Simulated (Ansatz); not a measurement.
ZrGeIr:
```
ZrGeIr
1.0
    6.60249     0.00000     0.00000
    0.00000     4.04383     0.00000
    0.00000     0.00000     7.53812
Zr Ge Ir
4 4 4
Cartesian
  0.12930   1.01096   1.41373
  6.47319   3.03288   6.12439
  3.17194   3.03288   5.18279
  3.43055   1.01096   2.35533
  5.08627   1.01096   4.65260
  1.51621   3.03288   2.88552
  4.81746   3.03288   0.88354
  1.78503   1.01096   6.65458
  0.99365   1.01096   4.25923
  5.60884   3.03288   3.27889
  2.30759   3.03288   0.49017
  4.29489   1.01096   7.04795
```

Relaxed with r²SCAN. Special points in fractions of this cell's reciprocal vectors: Γ (0.000, 0.000, 0.000); X (0.500, 0.000, 0.000); S (0.500, 0.500, 0.000); Y (0.000, 0.500, 0.000); Z (0.000, 0.000, 0.500); U (0.500, 0.000, 0.500); R (0.500, 0.500, 0.500); T (0.000, 0.500, 0.500).

Question: List the band energies nearest the Fermi level at these points for r²SCAN (plane waves, PAW; program Ansatz).

Answer: In eV from the Fermi level; about four levels below and three above (degenerate sets whole), none deeper than 8.9 eV; points with the same levels are listed once.

```
k                    below                above
-  -----------------------  -------------------
Γ  -0.91 -0.64 -0.47 -0.23       0.41 0.49 1.21
X  -0.68 -0.68 -0.28 -0.28  0.55 0.55 1.19 1.19
S  -0.24 -0.24 -0.24 -0.24  1.66 1.66 1.66 1.66
Y  -1.69 -1.69 -1.11 -1.11  0.42 0.42 1.69 1.69
Z  -0.85 -0.85 -0.16 -0.16  0.48 0.48 1.02 1.02
U  -1.37 -1.37 -0.97 -0.97  0.38 0.38 0.43 0.43
R  -0.12 -0.12 -0.12 -0.12  1.37 1.37 1.37 1.37
T  -0.86 -0.86 -0.32 -0.32  1.16 1.16 1.73 1.73
```

Space group Pnma. The workflow started from a Materials Project entry (that database holds measured and hypothetical structures alike); the Crystallography Open Database copy checked does not list it. Its standing as an ambient phase is unchecked. Symmetry was held in the r²SCAN relaxation; whether a distortion lowers the energy is not shown. No spin polarisation was allowed. Spin–orbit coupling is left out wherever it is not named.

Potentials: the later of the program's two PAW sets.
